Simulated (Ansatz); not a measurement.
Crystals of one structure type (rock salt) and one family of elements, relaxed and computed with the program Ansatz at the PBE level (PAW).

```csv
crystal,V (Å³/atom),B₀ by P(V) fit (GPa)
TiC,10.17,250
ZrC,13.05,222
TiSi,16.52,114
TiGe,17.51,109
HfSi,19.20,?
ZrSi,19.65,113
ZrGe,20.56,110
```

Problem. Fit a straight line to ln B₀ against ln V and predict the withheld value.

Solution. Least squares on the 6 shown rows: ln B₀ = -1.36 × ln V + (8.716), with a scatter of 12 %. For HfSi this gives 110. The run itself gave 117, within the scatter.

Constructed cells (a structure type filled with these elements, in neither database checked): TiSi, rock salt; TiGe, rock salt; HfSi, rock salt; ZrSi, rock salt; ZrGe, rock salt. All cells were relaxed under the symmetry of their starts (and spin orders); stability against distortions was not tested throughout. Rows with no word on spin ran without spin polarisation. Scalar-relativistic: spin–orbit coupling is off unless named, which matters more the heavier the elements.

Potentials: the later of the program's two PAW sets.
